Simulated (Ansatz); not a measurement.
BiB (zinc blende, space group No. 216), a = b = c = 5.4900 Å, α = β = γ = 90.00°; the cell used has 2 atoms.

Relaxed with r²SCAN. r²SCAN in the plane-wave PAW code Ansatz gives a gap of 0.39 eV.

Question: What gap does HSE06 give on the same cell (Ansatz, PAW)?

Answer: 0.89 eV, 0.51 eV more. The hybrid was solved on a coarser mesh and at special points; its gap is the smallest among all of these.

```csv
k,v1 r²SCAN,c1 r²SCAN,v1 HSE06,c1 HSE06
Γ,0.00,0.39,0.00,0.89
X,-3.68,1.00,?,?
L,-1.72,0.52,?,?
W,-4.36,3.64,?,?
K,-3.14,1.47,?,?
```

Question: Top valence (v1) and lowest conduction level (c1) in eV from each method's valence maximum (which need not be a listed point): supply the withheld HSE06 values.

Answer: 
- L, v1 HSE06: -1.77
- L, c1 HSE06: 0.93
- W, v1 HSE06: -4.56
- W, c1 HSE06: 4.20
- X, v1 HSE06: -3.82
- X, c1 HSE06: 1.31
- K, v1 HSE06: -3.26
- K, c1 HSE06: 1.83

Cost on shared cores: the r²SCAN run (SCF on a 9×9×9 mesh, then bands and DOS) around 29 core-seconds (rough), the HSE06 run (SCF on 7×7×7, then a few points) around 4 core-minutes (rough); the tasks are unlike.

Space group F-43m (zinc blende). The cell is a constructed one: a structure type filled with these elements; neither database checked (COD, Materials Project) lists it. Its standing as an ambient phase is unchecked. Symmetry was held in the r²SCAN relaxation; of distortions, only those at the zone centre were tested. Spin–orbit coupling is left out wherever it is not named.

Potentials: the later of the program's two PAW sets.
